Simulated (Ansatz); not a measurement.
Nb3Sn:
```yaml
crystal:
  lattice:
    - [5.31909, 0.00000, 0.00000]
    - [0.00000, 5.31909, 0.00000]
    - [0.00000, 0.00000, 5.31909]
  atoms:
    - { symbol: Sn, position: [0.00000, 0.00000, 0.00000] }
    - { symbol: Sn, position: [0.50000, 0.50000, 0.50000] }
    - { symbol: Nb, position: [0.25000, 0.00000, 0.50000] }
    - { symbol: Nb, position: [0.50000, 0.75000, 0.00000] }
    - { symbol: Nb, position: [0.75000, 0.00000, 0.50000] }
    - { symbol: Nb, position: [0.50000, 0.25000, 0.00000] }
    - { symbol: Nb, position: [0.00000, 0.50000, 0.75000] }
    - { symbol: Nb, position: [0.00000, 0.50000, 0.25000] }
```

Relaxed with PBE. Special points in fractions of this cell's reciprocal vectors: Γ (0.000, 0.000, 0.000); X (0.000, 0.500, 0.000); M (0.500, 0.500, 0.000); R (0.500, 0.500, 0.500).

Problem. List the band energies nearest the Fermi level at these points for the program Ansatz at the PBE level (PAW).

Solution. In eV from the Fermi level; about four levels below and three above (degenerate sets whole), none deeper than 8.9 eV; points with the same levels are listed once.

| k | below | above |
|---|---|---|
| Γ | -0.53 -0.53 -0.53 -0.06 -0.06 | 2.34 2.34 2.34 |
| X | -0.81 -0.81 -0.38 -0.38 | 1.48 1.48 2.15 2.15 |
| M | -2.11 -1.80 -1.51 -0.86 | 0.09 0.09 0.18 |
| R | -1.35 -1.35 -1.35 -1.35 -1.35 -1.35 | 0.05 0.05 0.05 0.05 |

Space group Pm-3n (A15 (Cr3Si type)). The PBE relaxation kept the symmetry of its start. The run is not spin-polarised. Spin–orbit coupling is left out wherever it is not named.

Potentials: the later of the program's two PAW sets.
